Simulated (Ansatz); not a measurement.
Relaxed-ion elastic tensor of Ir3W (Cu3Au type, space group No. 221) in GPa (Voigt order), the program Ansatz at the PBEsol level (PAW); density 22.03 g/cm³, 14.33 Å³ per atom.

```
     1    2    3    4    5    6
-  ---  ---  ---  ---  ---  ---
1  629  258  258  0.0  0.0  0.0
2  258  629  258  0.0  0.0  0.0
3  258  258  629  0.0  0.0  0.0
4  0.0  0.0  0.0  272  0.0  0.0
5  0.0  0.0  0.0  0.0  272  0.0
6  0.0  0.0  0.0  0.0  0.0  272
```

Problem. Is the crystal mechanically stable?

Solution. Yes: the smallest eigenvalue of C is 272 GPa.

Problem. Work out the Voigt, Reuss and Hill averages.

Solution. K_V = 381, K_R = 381, K_H = 381; G_V = 237, G_R = 229, G_H = 233 GPa.

Problem. Give Young's modulus, Poisson's ratio, Pugh's ratio and the universal anisotropy index.

Solution. E = 9KG/(3K + G) = 581 GPa; ν = 0.25; K/G = 1.63 (brittle by the Pugh limit of 1.75); A_U = 5G_V/G_R + K_V/K_R − 6 = 0.18.

Problem. Estimate the sound speeds and the Debye temperature.

Solution. v_l = √((K + 4G/3)/ρ) = 5610 m/s, v_t = √(G/ρ) = 3250 m/s, mean 3610 m/s; Θ = (h/k)(3n/4πV)^(1/3) v_m = 443 K.

Problem. Give the Zener ratio and Young's modulus along [100], [110] and [111].

Solution. A = 2C44/(C11 − C12) = 1.47; 1/E = S11 − 2(S11 − S12 − S44/2)Γ with Γ = 0, 1/4, 1/3 gives 479, 602, 659 GPa.

Problem. Solve the Christoffel equation for the three sound speeds along [100], [110], [111].

Solution. Eigenvalues of C_ijkl n_j n_l equal ρv². In km/s, slowest first: [100] 3.51, 3.51, 5.34; [110] 2.90, 3.51, 5.70; [111] 3.12, 3.12, 5.81.

Space group Pm-3m (Cu3Au type). The cell is a constructed one: a structure type filled with these elements; neither database checked (COD, Materials Project) lists it. COD files the formula under space group No. 194. Its standing as an ambient phase is unchecked. The PBEsol relaxation kept the symmetry of its start; whether a distortion lowers the energy is not shown. The run is not spin-polarised. As this level gives no gap, shear constants depend on the k-mesh and smearing (Fermi–Dirac, 0.1 eV here). Scalar-relativistic: spin–orbit coupling is off unless named, which matters more the heavier the elements.

Potentials: the earlier of the program's two PAW sets. The files were generated under PBE; for other functionals the program regenerates the frozen cores, and for LDA and PBEsol the local potential too.
